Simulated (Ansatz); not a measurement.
Ansatz (a program for electronic structure) input:

Ansatz 0.2 input:
```yaml
crystal:
  lattice:
    - [2.4922930973, 1.4389260906, 4.4801234064]
    - [-2.4922930973, 1.4389260906, 4.4801234064]
    - [0.0, -2.8778521812, 4.4801234064]
  atoms:
    - { symbol: Ga, position: [0.8554068565, 0.8554068565, 0.8554068565] }
    - { symbol: Ga, position: [0.1445931435, 0.1445931435, 0.1445931435] }
    - { symbol: Ga, position: [0.6445931435, 0.6445931435, 0.6445931435] }
    - { symbol: Ga, position: [0.3554068565, 0.3554068565, 0.3554068565] }
    - { symbol: O, position: [0.75, 0.4463850499, 0.0536149501] }
    - { symbol: O, position: [0.25, 0.5536149501, 0.9463850499] }
    - { symbol: O, position: [0.0536149501, 0.75, 0.4463850499] }
    - { symbol: O, position: [0.9463850499, 0.25, 0.5536149501] }
    - { symbol: O, position: [0.4463850499, 0.0536149501, 0.75] }
    - { symbol: O, position: [0.5536149501, 0.9463850499, 0.25] }
kpoints:
  mp_grid: { grid: [4, 4, 4] }
hamiltonian:
  xc: hse06
  pseudopotentials: { azcp: { folder: ./paw }, kind: paw }
scf:
  n_extra_bands: 10
  occupations: { method: fixed }
output:
  eigenvalues: true
  eigenstates:
    e_range: [-9.0, 13.3]
    kpoints:
      - [0.0, 0.166667, -0.166667]  # VBM
      - [0.0, 0.0, 0.0]  # CBM
      - [0.0, 0.0, 0.0]  # GAMMA
      - [0.5, 0.5, 0.5]  # T
      - [0.5, 0.0, 0.0]  # L
      - [0.5, 0.0, 0.5]  # F
      - [0.3677188668, -0.3677188668, 0.0]  # S_0
      - [0.6322811332, 0.0, 0.3677188668]  # S_2
      - [0.5, -0.2354377335, 0.2354377335]  # H_0
      - [0.7645622665, 0.2354377335, 0.5]  # H_2
```

Output (shortened):

```
Pseudopotential: Ga, paw, valence charge 13
Pseudopotential: O, paw, valence charge 6
Functional definition: HSE06
davidson cushion auto → on  (no smearing: the cushion is to keep the highest requested band from converging to the state above it …
Crystal: 10 atoms, lattice volume = 96.400 Å³
Basis set: ecut = 420 eV, 1887 PW (Γ)
Bands: 54, of which v1, the nominal top of the filled ones, is band 44 counted from 1 (43 counted from 0)
Symmetry: 12 space group operations
Space group: R-3c (ITA 167), of the structure as read, at distance tolerance 4.6e-5 Å
k-points: 13 of 64
SCF iter   1: F=—  HF=-18541.901702 eV  |F-HF|=—  |Δ(HF+E_count)|=         —  Δρ=1.28e-1  dr2=6.99e0  ethr=1.00e-1  ⟨swp⟩=4.7  Hψ=2081  notcnv=0
preconditioner: auto → none
iter 2 solved again at ethr=7.67e-4 eV; its pass at ethr=7.95e-3 eV (dr2=6.75e-1 eV) is discarded
SCF iter   2: F=—  HF=-18540.014241 eV  |F-HF|=—  |Δ(HF+E_count)|=    1.89e0  Δρ=4.36e-2  dr2=6.34e-1  ethr=7.67e-4  ⟨swp⟩=3.1  Hψ=3562  notcnv=0
SCF iter   3: F=—  HF=-18539.802484 eV  |F-HF|=—  |Δ(HF+E_count)|=   2.12e-1  Δρ=1.80e-2  dr2=1.80e-1  ethr=7.20e-4  ⟨swp⟩=3.0  Hψ=1970  notcnv=0
SCF iter   4: F=—  HF=-18539.764544 eV  |F-HF|=—  |Δ(HF+E_count)|=   3.79e-2  Δρ=3.91e-3  dr2=7.54e-3  ethr=2.04e-4  ⟨swp⟩=3.0  Hψ=1757  notcnv=0
SCF iter   5: F=-18539.763158 eV  HF=-18539.762486 eV  |F-HF|=6.73e-4  |Δ(HF+E_count)|=   2.06e-3  Δρ=1.24e-3  dr2=7.00e-4  ethr=8.57e-6  ⟨swp⟩=4.0  Hψ=2393  notcnv=0
SCF 1 stopped early in 5 iterations: F = -18539.763158 eV  dr2 = 7.00e-4
Crystal: 10 atoms, lattice volume = 96.400 Å³
Exchange kernel: α = 0.2500, screened, ω = 0.2079 Å⁻¹, Wigner–Seitz truncation, v(0) = 1044.7048 eV·Å³, q-mesh 4×4×4, nearest image of the exchange supercell L …
Frozen-core exchange: fock
SCF iter   1: F=—  HF=-18541.180789 eV  |F-HF|=—  |Δ(HF+E_count)|=         —  Δρ=1.91e-2  dr2=1.42e-1  ethr=7.96e-6  ⟨swp⟩=7.1  Hψ=3507  notcnv=0
preconditioner: auto → none
SCF iter   2: F=—  HF=-18541.123061 eV  |F-HF|=—  |Δ(HF+E_count)|=   5.77e-2  Δρ=3.96e-3  dr2=1.21e-2  ethr=7.96e-6  ⟨swp⟩=4.0  Hψ=2535  notcnv=0
SCF iter   3: F=—  HF=-18541.166994 eV  |F-HF|=—  |Δ(HF+E_count)|=   4.39e-2  Δρ=1.77e-3  dr2=1.84e-3  ethr=7.44e-6  ⟨swp⟩=4.0  Hψ=2216  notcnv=0
SCF iter   4: F=—  HF=-18541.166566 eV  |F-HF|=—  |Δ(HF+E_count)|=   4.28e-4  Δρ=1.19e-4  dr2=6.09e-5  ethr=1.82e-6  ⟨swp⟩=3.0  Hψ=1829  notcnv=0
SCF iter   5: F=-18541.167024 eV  HF=-18541.167038 eV  |F-HF|=1.39e-5  |Δ(HF+E_count)|=   4.73e-4  Δρ=2.15e-4  dr2=2.43e-5  ethr=6.37e-9  ⟨swp⟩=5.9  Hψ=3024  notcnv=0  defer=8
SCF 2 stopped early in 5 iterations: F = -18541.167024 eV  dr2 = 2.43e-5
hybrid outer 1: dexx = +5.051e-2 eV, tail = 2.98e-4 eV
Crystal: 10 atoms, lattice volume = 96.400 Å³
Exchange kernel: α = 0.2500, screened, ω = 0.2079 Å⁻¹, Wigner–Seitz truncation, v(0) = 1044.7048 eV·Å³, q-mesh 4×4×4, nearest image of the exchange supercell L …
Frozen-core exchange: fock
SCF iter   1: F=—  HF=-18541.165307 eV  |F-HF|=—  |Δ(HF+E_count)|=         —  Δρ=5.48e-5  dr2=2.46e-6  ethr=1.69e-6  ⟨swp⟩=3.4  Hψ=1666  notcnv=0
preconditioner: auto → none
SCF iter   2: F=—  HF=-18541.165319 eV  |F-HF|=—  |Δ(HF+E_count)|=   1.15e-5  Δρ=3.38e-5  dr2=8.55e-7  ethr=1.82e-9  ⟨swp⟩=5.4  Hψ=3005  notcnv=0  defer=4
iter 3 solved again at ethr=1.85e-11 eV; its pass at ethr=8.90e-10 eV (dr2=1.63e-8 eV) is discarded
SCF iter   3: F=-18541.165319 eV  HF=-18541.165318 eV  |F-HF|=1.55e-8  |Δ(HF+E_count)|=   1.07e-7  Δρ=7.89e-6  dr2=4.67e-8  ethr=1.85e-11  ⟨swp⟩=3.1  Hψ=3497  notcnv=0
SCF 3 converged in 3 iterations: F = -18541.165319 eV  dr2 = 4.67e-8
hybrid outer 2: dexx = +5.342e-6 eV, tail = 2.47e-7 eV, Δε = 3.02e-3 eV (about 1.11e-4 eV left of the loop's levels)
NSCF: frozen V_eff on 10 k-points
hybrid SCF converged: 2 outer / 8 inner (+5 warm-up), last move |dexx| = 5.34e-6 eV, tail = 2.47e-7 eV
Stability not checked (fock_operator)
Free energy (F): -18541.165317 eV
Frozen-core exchange: fock
Harris-Foulkes:  -18541.165317 eV  (|F-HF|=1.55e-8)
Internal energy: -18541.165317 eV  (E = F + TS)
E sigma→0 (E₀):  -18541.165317 eV
Fermi energy:    7.912214 eV
--- Per-component energies (eV) ---
  E_band       = -197.029035
  E_kinetic    = 1470.467667
  E_local      = -6405.502787  (includes V_loc(G=0)·N_el)
  E_nonlocal   = -34.371829
  E_hartree    = 3872.449585
  E_xc         = -544.396514
  E_vxc        = -611.784109  (∫ρ·V_xc dr)
  E_exx        = -311.895552  (= α·E_x^exact, valence–valence)
  E_paw        = -8820.278172  (= ΣΔE_a)
  E_vpaw       = -1736.949931  (= ΣTr[D̂ρ^β])
  E_aug_tail   = 0.003973  (compensation charges beyond the density's cutoff)
  E_ewald      = -7767.930732
  E_core_change = 0.289044  (= ΣΔE_core)
  E_smearing   =  0.000000  (= −TS)
  E_closure    =  0.000000  (closes the sum)
  Σ components = -18541.165317   (vs F -18541.165317, Δ=0.00e0)
  [band-id]    e_kinetic+e_local+e_nonlocal+2·e_hartree+e_vxc+2·e_exx+e_vpaw+e_augmentation_tail = -197.028950   (vs E_band -197.029035, Δ=8.47e-5)
--- Band table (eV; the first three rows and the last of 13) ---
  k-point 0: bands = ["-12.6301", "-10.6645", "-10.6645", "-10.5407", "-10.5407", "-10.5349", "-6.6776", "-6.6776", "-6.5985", "-6.5985", "-6.4765", "-6.4285", "-6.3940", "-6.3940", "-6.3717", "-6.3717", "-6.3250", "-6.3250", "-6.2434", "-6.2434", "-6.2425", …
  k-point 1: bands = ["-12.3407", "-10.8817", "-10.6761", "-10.6552", "-10.5843", "-10.5327", "-6.6398", "-6.6300", "-6.5714", "-6.5673", "-6.4835", "-6.4477", "-6.4000", "-6.3961", "-6.3832", "-6.3773", "-6.3383", "-6.3252", "-6.2729", "-6.2476", "-6.2398", …
  k-point 2: bands = ["-11.6169", "-11.6169", "-10.6782", "-10.6782", "-10.5906", "-10.5906", "-6.5852", "-6.5852", "-6.5096", "-6.5096", "-6.5048", "-6.5048", "-6.4443", "-6.4443", "-6.3702", "-6.3702", "-6.3302", "-6.3302", "-6.2463", "-6.2463", "-6.2364", …
  k-point 12: bands = ["-11.7053", "-11.7053", "-10.6060", "-10.6060", "-10.6060", "-10.6060", "-6.5999", "-6.5999", "-6.5999", "-6.5999", "-6.5276", "-6.5276", "-6.4052", "-6.4052", "-6.4052", "-6.4052", "-6.2642", "-6.2642", "-6.2642", "-6.2642", "-6.1799", …
```

Cost: roughly 6 core-minutes on shared cores.

The points marked VBM and CBM come from a semilocal run.

Symmetry was held in the r²SCAN relaxation; of distortions, only those at the zone centre were tested. Spin–orbit coupling is left out wherever it is not named.

Potentials: the earlier of the program's two PAW sets.

Ansatz is a plane-wave DFT program.
